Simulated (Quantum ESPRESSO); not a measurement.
**Band energies of KLiZn3O4**

```
CELL_PARAMETERS angstrom
      5.86066    -1.68194     0.00000
      5.86066     1.68194     0.00000
     -5.79334     0.00000     5.91159
ATOMIC_POSITIONS crystal
  Li 0.81995 0.81995 0.18738
  O  0.76514 0.76514 0.36820
  O  0.22667 0.22667 0.62984
  O  0.59551 0.59551 0.82330
  O  0.39825 0.39825 0.16915
  K  0.00496 0.00496 0.00365
  Zn 0.19691 0.19691 0.83883
  Zn 0.36992 0.36992 0.54071
  Zn 0.62270 0.62270 0.43896
```

LDA (pw.x of Quantum ESPRESSO, ONCV potentials, without SOC); path XΓY,LΓZ,NΓM,RΓ; energies in eV from the valence-band maximum.

| k (1/Å) | point | band 44 | band 45 | band 46 | band 47 | band 48 | band 49 | band 50 | band 51 |
|---|---|---|---|---|---|---|---|---|---|
| 0.00 | X | -0.90 | -0.63 | -0.61 | -0.46 | -0.09 | 3.11 | 3.59 | 5.84 |
| 0.27 |  | -0.71 | -0.63 | -0.60 | -0.23 | -0.04 | 2.13 | 4.63 | 5.94 |
| 0.54 | Γ | -0.78 | -0.49 | -0.21 | -0.11 | 0.00 | 1.47 | 5.55 | 5.90 |
| 0.80 |  | -0.77 | -0.56 | -0.44 | -0.29 | -0.06 | 2.18 | 5.00 | 5.50 |
| 1.07 | Y | -0.72 | -0.60 | -0.48 | -0.31 | -0.20 | 3.02 | 4.21 | 5.24 |
| 1.07 | L | -0.76 | -0.53 | -0.52 | -0.32 | -0.23 | 3.69 | 3.92 | 4.81 |
| 1.44 |  | -0.92 | -0.55 | -0.52 | -0.26 | -0.11 | 2.65 | 4.50 | 5.25 |
| 1.63 |  | -0.66 | -0.62 | -0.41 | -0.20 | -0.03 | 1.88 | 5.08 | 5.79 |
| 1.82 | Γ | -0.78 | -0.49 | -0.21 | -0.11 | 0.00 | 1.47 | 5.55 | 5.90 |
| 2.02 |  | -0.91 | -0.50 | -0.30 | -0.21 | -0.14 | 1.94 | 5.61 | 6.10 |
| 2.42 |  | -1.37 | -0.92 | -0.76 | -0.49 | -0.38 | 3.78 | 5.78 | 6.32 |
| 2.82 | Z | -1.44 | -1.20 | -1.01 | -0.71 | -0.58 | 5.01 | 5.41 | 6.29 |
| 2.82 | N | -1.38 | -1.26 | -1.02 | -0.96 | -0.43 | 4.90 | 5.69 | 6.29 |
| 2.99 |  | -1.27 | -1.14 | -0.99 | -0.86 | -0.42 | 4.70 | 5.53 | 6.58 |
| 3.16 |  | -1.31 | -0.97 | -0.78 | -0.63 | -0.37 | 4.08 | 5.59 | 6.55 |
| 3.50 |  | -1.09 | -0.59 | -0.45 | -0.26 | -0.22 | 2.51 | 5.73 | 6.21 |
| 3.83 | Γ | -0.78 | -0.49 | -0.21 | -0.11 | 0.00 | 1.47 | 5.55 | 5.90 |
| 4.17 |  | -1.09 | -0.59 | -0.45 | -0.26 | -0.22 | 2.51 | 5.73 | 6.21 |
| 4.50 |  | -1.31 | -0.97 | -0.78 | -0.63 | -0.37 | 4.08 | 5.59 | 6.55 |
| 4.67 |  | -1.27 | -1.14 | -0.99 | -0.86 | -0.42 | 4.70 | 5.53 | 6.58 |
| 4.84 | M | -1.38 | -1.26 | -1.02 | -0.96 | -0.43 | 4.90 | 5.69 | 6.29 |
| 4.84 | R | -1.44 | -1.20 | -1.01 | -0.71 | -0.58 | 5.01 | 5.41 | 6.29 |
| 5.18 |  | -1.42 | -1.03 | -0.82 | -0.55 | -0.42 | 4.08 | 5.70 | 6.36 |
| 5.51 |  | -1.07 | -0.59 | -0.48 | -0.24 | -0.23 | 2.52 | 5.71 | 6.26 |
| 5.85 | Γ | -0.78 | -0.49 | -0.21 | -0.11 | 0.00 | 1.47 | 5.55 | 5.90 |

The LDA gap is direct, 1.47 eV at Γ.

Geometry of the Materials Project entry, not relaxed at this level.

The structure is a Materials Project entry; no match was found in the copy of COD used, and its stability was not checked.
